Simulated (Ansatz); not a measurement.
Formation energy of ZnCu

Method: r²SCAN, scalar-relativistic; no spin polarisation; PAW, 500 eV, 12×12×12 k-mesh, Gaussian smearing of 0.05 eV; code Ansatz. The datasets are Ansatz's generated set soft_2.

The chain of runs began from a cell as deposited in COD, expanded in volume.

Symmetry: Pm-3m, No. 221, cubic system. The conventional cell has a = 2.920 Å, b = 2.920 Å, c = 2.920 Å, α = 90.00°, β = 90.00°, γ = 90.00°. Zn (site symmetry m-3m) has 8 Cu at 2.53 Å as nearest neighbours. Cu (site symmetry m-3m) is surrounded by 8 Zn at 2.53 Å. (Neighbours are counted to 15 % beyond the shortest distance.)

The elements were computed in their standard states with the same datasets, cutoff and functional. Absolute energies hang on the potentials; compare differences alone.

Energy of the relaxed cell (2 atoms, smearing extrapolated to zero): -9957.120 eV. Elements, in eV/atom: Zn -3325.674, Cu -6631.239.

Question: What is the formation energy?

Answer: [-9957.120 − (1 × -3325.674 + 1 × -6631.239)] / 2 = -0.10 eV/atom, or -10 kJ per mole of atoms.

The value is for 0 K, without zero-point energy. A negative value shows stability against the elements alone, not against other compounds or structures.

The calculation's cell holds 31 valence electrons, an odd number. Without magnetic order each band takes two, so one stays part-filled and the crystal must be a metal. (Only strong correlation, outside this picture, could make a Mott insulator of it.)
